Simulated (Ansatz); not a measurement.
Relaxed TiN (rock salt):

```xyz
4
Lattice="0.0000 4.2469 4.2469 2.1235 2.1235 4.2469 2.1235 2.1235 0.0000" Properties=species:S:1:pos:R:3 pbc="T T T"
N      0.0000     0.0000     0.0000
N      2.1235     4.2469     2.1235
Ti     2.1235     2.1235     2.1235
Ti     2.1235     4.2469     4.2469
```

The atoms are displaced by Q × the pattern below (from a DFPT mode at X = (0.5, 0.5, 0.0), largest move 1; Q in Å), at fixed cell. (q is in reciprocal vectors of the primitive cell; the cell shown is doubled to hold the pattern.)

```csv
atom,x,y,z
N1,0.000,0.000,1.000
N2,0.000,0.000,-1.000
Ti3,0.000,0.000,-0.058
Ti4,0.000,0.000,0.058
```

These are PBE (plane waves to 420 eV, PAW, scalar-relativistic; Ansatz, an electronic-structure program) values and carry that method's errors. k mesh 19×19×19 (Γ-centred), Fermi-Dirac smearing 0.05 eV. E stands for the smeared free energy. Stress and pressure are positive under compression. With partly filled bands, energies and forces of such displacements shift with the k mesh and the smearing. TiN is run without spin polarisation. TiN was relaxed with its symmetry unable to fall. The zero of ΔE is the undisplaced structure.

```
Q (Å)   ΔE (meV/cell)  −dE/dQ from forces (eV/Å)  P (GPa)
------  -------------  -------------------------  -------
-0.100            155                      3.120      1.8
-0.083            107                      2.586      1.2
-0.067             68                      2.060      0.8
-0.050             38                      1.541      0.4
-0.033             17                      1.026      0.2
-0.017              4                      0.513      0.1
0.000               0                      0.000      0.0
0.017               4                     -0.513      0.1
0.033              17                     -1.026      0.2
0.050              38                     -1.541      0.4
0.067              68                     -2.060      0.8
0.083             107                     -2.586      1.2
0.100             155                     -3.120      1.8
```

Summary:

* **Energy at Q = 0.100 Å**: 155 meV/cell
* **Space group of the distorted cell**: P4/nmm (No. 129), lowered from Fm-3m
* **Symmetry of the curve**: even: the same for both signs
* **Shape of the curve**: a single well with its minimum at or next to zero displacement
* **Harmonic wavenumber from the curvature (finite differences)**: 543 cm⁻¹

(For displaced atoms, the force is minus the slope of the energy, and its curvature is a force constant, which sets phonon frequencies.)
